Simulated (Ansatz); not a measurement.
NiGe in space group Pnma (No. 62; Ni on 4c, Ge on 4c) at seven volumes, r²SCAN in the plane-wave PAW code Ansatz, shape and atoms relaxed at each. One row is withheld.

```csv
V (Å³/atom),P (GPa)
12.100,17.26
12.499,10.44
12.898,?
13.297,0.01
13.696,-4.01
14.095,-7.40
14.494,-10.25
```

Question: Fit the shown pressures and predict the withheld one.

Answer: P = (3/2)B₀(x^(7/2) − x^(5/2))[1 + (3/4)(B′ − 4)(x − 1)] with x = (V₀/V)^(2/3). Least squares on the six rows gives V₀ = 13.297 Å³/atom, B₀ = 146 GPa, B′ = 4.77. At V = 12.898, x = 1.0205 and P = 4.78 GPa. The run itself gave 4.74 GPa.

The r²SCAN relaxation kept the symmetry of its start. The workflow began spin-polarised and lost its moments.

Potentials: the later of the program's two PAW sets.
